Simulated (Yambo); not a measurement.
Yambo run on Rh2O3 (corundum, space group R-3c, No. 167). The wavefunctions are PBEsol (Quantum ESPRESSO, PseudoDojo norm-conserving, 88 Ry, no spin-orbit coupling) ones on a 2×2×2 mesh (52 occupied bands); a = 5.500 Å, b = 5.500 Å, c = 5.500 Å, α = 55.76°, β = 55.76°, γ = 55.76°.

Yambo input:

```
rim_cut
gw0
dyson
el_el_corr
HF_and_locXC
ppa
em1d
RandQpts= 1000000
RandGvec= 1 Ry
EXXRLvcs= 88 Ry
VXCRLvcs= 352 Ry
Chimod= "HARTREE"
% BndsRnXp
 17 | 185 |
%
NGsBlkXp= 7 Ry
% LongDrXp
 1.0 | 1.0 | 1.0 |
%
PPAPntXp= 40 eV
% GbndRnge
 1 | 185 |
%
GTermKind= "BG"
DysSolver= "n"
ExtendOut
% QPkrange
 1 | 1 | 52 | 53 |
 3 | 3 | 53 | 53 |
%
```

k points by index: 1 = Γ, 3 = F.

Resulting energies as the program prints them:

```
#    K-point    Band    Eo [eV]    E [eV]    E-Eo [eV]    Vxc [eV]    Vnlxc [eV]    Sc|Eo [eV]    Sc|E [eV]    dSc/dw|Eo [eV]    Re(Z)    Im(Z)
#
    1    52    0.000000    0.241075    0.241075    -22.97039    -27.94451    5.282005    5.215196    -7.544576    0.782925    -0.001229
    1    53    0.818600    1.596645    0.778045    -23.28781    -19.27618    -3.019109    -3.233588    -7.500606    0.783917    -0.001182
    3    53    0.540716    1.306579    0.765863    -23.17718    -18.93188    -3.272238    -3.479437    -7.361215    0.787078    -0.001181
```
(The two width columns are left out.) Convergence of these settings isn't established.

Geometry of the Materials Project entry, not relaxed at this level.
